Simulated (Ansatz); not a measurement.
### Question
Each is relaxed and computed with DFT-PBE in the program Ansatz with PAW potentials. Which is the only metal?
A) SnC, wurtzite
B) PtC, zinc blende
C) BAs, zinc blende
D) SiC, wurtzite

### Answer
B, PtC, zinc blende. PtC: metal; SiC: gap 2.31 eV (indirect); SnC: gap 0.80 eV (direct); BAs: gap 1.20 eV (indirect). Typed or built starts, not in the databases checked: PtC, zinc blende; SnC, wurtzite. All cells were relaxed under the symmetry of their starts (and spin orders); stability against distortions was not tested throughout. Rows with no word on spin ran without spin polarisation. Scalar-relativistic: spin–orbit coupling is off unless named, which matters more the heavier the elements.

Potentials: the earlier of the program's two PAW sets.
